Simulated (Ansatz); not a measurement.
HgF2:
```
CELL_PARAMETERS angstrom
      0.00000     2.76739     2.76739
      2.76739     0.00000     2.76739
      2.76739     2.76739     0.00000
ATOMIC_POSITIONS crystal
  Hg 0.00000 0.00000 0.00000
  F  0.75000 0.75000 0.75000
  F  0.25000 0.25000 0.25000
```

Relaxed with r²SCAN+D4.

Question: Give the Bader charges and basin volumes of the independent atoms, the program Ansatz at the r²SCAN+D4 level (PAW).

Answer: 

```csv
atom,Bader charge (e),Bader volume (Å³)
Hg1,+1.38,17.1
F2,-0.69,12.6
```

Space group Fm-3m (fluorite). The first step of the workflow began from a Materials Project structure, measured or hypothetical; the Crystallography Open Database files this formula in space group No. 225, but the cells were not matched. Whether it is the stable phase at ambient conditions was not checked. The cell was relaxed with r²SCAN+D4 under the symmetry of its start; whether a distortion lowers the energy is not shown. Spin–orbit coupling is left out wherever it is not named.

Potentials: the later of the program's two PAW sets.
